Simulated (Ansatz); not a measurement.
AlMo2N in space group P6_3/mmc (No. 194; Al on 2d, Mo on 4f, N on 2a), PBE (plane waves, PAW; program Ansatz), all energies at zero smearing, with the estimated change up to a 700 eV cutoff added, with one set of potentials and settings (totals compare only within such a set). Cell of 8 atoms (2 Al, 4 Mo, 2 N): -21668.901 eV.

```tsv
element	reference phase	E (eV/atom)
Al	Fm-3m, 1 atoms in the cell	-537.5055
Mo	Im-3m, 1 atoms in the cell	-4956.0557
N	Pa-3, 8 atoms in the cell	-384.0342
```

Formation energy per atom, worked out: (-21668.901 − 2×(-537.5055) − 4×(-4956.0557) − 2×(-384.0342))/8 = -0.200 eV/atom (-19 kJ per mol of atoms), at 0 K, without zero-point energy or fitted corrections.

The start of the workflow was typed in or built on a structure type; neither database checked (COD, Materials Project) lists it. Its standing as an ambient phase is unchecked. Symmetry was held in the PBE relaxation; its stability against distortions is not shown here. The workflow began spin-polarised and lost its moments. The volume moved by 16 % from the start of the relaxation. The references are the lowest solids computed at this level, not always the standard phases (solids in place of the gases).

Potentials: the earlier of the program's two PAW sets.
